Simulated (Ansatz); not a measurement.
This TiSi₄Mo structure is the end of a relaxation. The cell was found from a structure generator's guess, not taken from experiment.

Level of theory: DFT PBE, scalar-relativistic, plane waves, PAW in Ansatz. Cutoff 420 eV, Γ-centred mesh, Gaussian smearing, no spin polarisation.

```
Ti Si Mo
1.0
     3.56862    0.00000    0.00000
     0.00000    1.74430    6.88838
     0.00000   -1.74430    6.88838
Ti Si Mo
1 4 1
Direct
  0.50000 0.10725 0.10725
  0.50000 0.44433 0.44433
  0.00000 0.56294 0.56294
  0.50000 0.74952 0.74952
  0.00000 0.24644 0.24644
  0.00000 0.88952 0.88952
```

Formation energies are uncorrected and refer to the elements' standard structures at the same level.

(1) What space group does it have?

(2) How far does it lie from the elements in energy?

(3) Is it a metal?

Results:

(1) Amm2 (No. 38). Conventional cell: a = 3.569 Å, b = 3.489 Å, c = 13.777 Å. Ti is surrounded by 8 Si at 2.57–2.62 Å and 2 Si at 2.84 Å; around Si on its first site lie 2 Si at 2.42 Å, 4 Mo at 2.61 Å and 2 Ti at 2.84 Å; Si on its second site has 2 Si at 2.42 Å, 4 Ti at 2.57 Å and 2 Mo at 2.96 Å; around Mo lie 8 Si at 2.61–2.63 Å and 2 Si at 2.96 Å; 2 more sites not described.

(2) −0.33 eV/atom. Whether it is stable depends on the other phases of the system, which aren't compared here.

(3) Yes, bands cross the Fermi level on the 10×12×12 mesh.

The last run used a 10×12×12 mesh (in the run's order of axes) for its 6-atom cell and Gaussian smearing of 0.10 eV. Symmetry constrained the relaxation, so the result can be a saddle point.
